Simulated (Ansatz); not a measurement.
The start is a generated cell, ScF3 built in the AFLOW prototype A3B_cI8_229_b_a (as in H3S). Cell shape, volume and atoms are optimised at zero target pressure with PBE (plane waves to 420 eV, PAW, scalar-relativistic; Ansatz, a program for electronic structure). The first steps use a coarse 7×7×7 k-mesh.

Initial structure:
```
ScF3
1.0
   -2.54220     2.54220     2.54220
    2.54220    -2.54220     2.54220
    2.54220     2.54220    -2.54220
F Sc
3 1
Direct
  0.00000   0.50000   0.50000
  0.50000   0.50000   0.00000
  0.50000   0.00000   0.50000
  0.00000   0.00000   0.00000
```

| Quantity | Value |
|---|---|
| Initial pressure | -20.5 GPa (negative: the cell is under tension) |
| Outcome | The space group stays Im-3m (No. 229) (the run could not lower it); the end is AFLOW prototype A3B_cI8_229_b_a (as in H3S), with 4 atoms in the primitive cell |
| Energy released | 0.49 eV/atom |
| Volume change | -32.1 %, from 16.43 to 11.15 Å³/atom |
| Shortest distances (start → end) | The closest pairs of elements (up to four, under 3.6 Å), start → end: F–Sc 2.54 → 2.23 Å; F–F 2.54 → 2.23 Å |
| Optimiser moves | 8 |

Relaxed structure:

Space group Im-3m (No. 229); a = 4.4681 Å, b = 4.4681 Å, c = 4.4681 Å, α = 90.00°, β = 90.00°, γ = 90.00°

```json
[
 {"atom": "F", "site": "6b", "symmetry": "4/mm.m", "x": "0.0000", "y": "0.0000", "z": "0.5000"},
 {"atom": "Sc", "site": "2a", "symmetry": "m-3m", "x": "0.0000", "y": "0.0000", "z": "0.0000"}
]
```
(The calculation used a cell of 4 atoms; values per cell refer to that cell.)

Final values are on a 10×10×10 k-mesh of the relaxed cell. No spin polarisation in the result.

The run could not lower the symmetry of its start; a shaken copy of this end point relaxes with PBE to P-1 (No. 2) at a tolerance of 0.01 Å, C2/m (No. 12) at 0.1 Å, 0.905 eV/atom lower.

The relaxed structure here is a generated cell of ScF3: the first start was made by placing the elements on the sites of a structure type, and the end was not matched to a known phase here, so it may be hypothetical.
